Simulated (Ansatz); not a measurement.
The calculation used Ansatz, DFT PBE, scalar-relativistic, plane waves, PAW, and for the lanthanide a 4f-in-core norm-conserving potential. Settings: cutoff 690 eV, Γ-centred meshes spaced at most about 0.3 Å⁻¹, and about 0.25 Å⁻¹ or finer for metals (2π included), Gaussian smearing. No spin polarisation in the final relaxations.

These are static total energies at zero pressure.

Two forms of HoS₄ were relaxed alike.

A.

```
CELL_PARAMETERS angstrom
4.28077 0.00000 0.00000
-2.14039 3.70726 0.00000
0.00000 0.00000 9.34830
ATOMIC_POSITIONS crystal
Ho 0.00000 0.00000 0.50000
S 0.00000 0.00000 0.77213
S 0.00000 0.00000 0.22787
S 0.33333 0.66667 0.32154
S 0.66667 0.33333 0.67846
```

B.

```
CELL_PARAMETERS angstrom
5.43070 0.00000 0.00000
-2.71535 4.70312 0.00000
0.00000 0.00000 5.31063
ATOMIC_POSITIONS crystal
Ho 0.00000 0.00000 0.50000
S 0.50000 0.00000 0.50000
S 0.00000 0.50000 0.50000
S 0.50000 0.50000 0.50000
S 0.00000 0.00000 0.00000
```

Task: Which would you expect to be lower, and how large is the difference?

Result: B is lower, by 184 meV/atom. A has space group P-3m1 (No. 164), 29.7 Å³/atom and no gap on its mesh; B has space group P6/mmm (No. 191), 27.1 Å³/atom and no gap. Counting S atoms around Ho (those within 1.25 times the shortest such distance or 1.15 times the sum of covalent radii, 1.27 where that leaves under three; a plus sign parts nearer from farther groups), A has Ho 2+6 and B has Ho 8. In A, Ho is surrounded by 2 S at 2.54 Å and 6 S at 2.98 Å; S on its first site is surrounded by 1 Ho at 2.54 Å and 3 S at 2.62 Å; S on its second site is surrounded by 3 S at 2.62 Å and 3 Ho at 2.98 Å. In B, Ho has 8 S at 2.66–2.72 Å; S on a site of symmetry mmm has 2 Ho at 2.72 Å and 4 S at 2.72 Å; around S on a site of symmetry 6/mmm lie 2 Ho at 2.66 Å. Both come from invented guesses.

No dispersion correction is applied, so the spacing and binding between layers, chains or molecules are poorly described (P-3m1), and this can change margins and order among such cells. In P-3m1, P6/mmm an odd number of valence electrons (the lanthanide is held trivalent, its 4f shell in the core) allows no gap without spin; another valence of the lanthanide, a larger cell or a magnetic state could open one. A magnetic state wasn't ruled out in cells without spin, among them P-3m1, P6/mmm. Cells relaxed within their symmetry can be saddle points.

The lanthanide is trivalent by construction, without f bands, f moments or other valences.
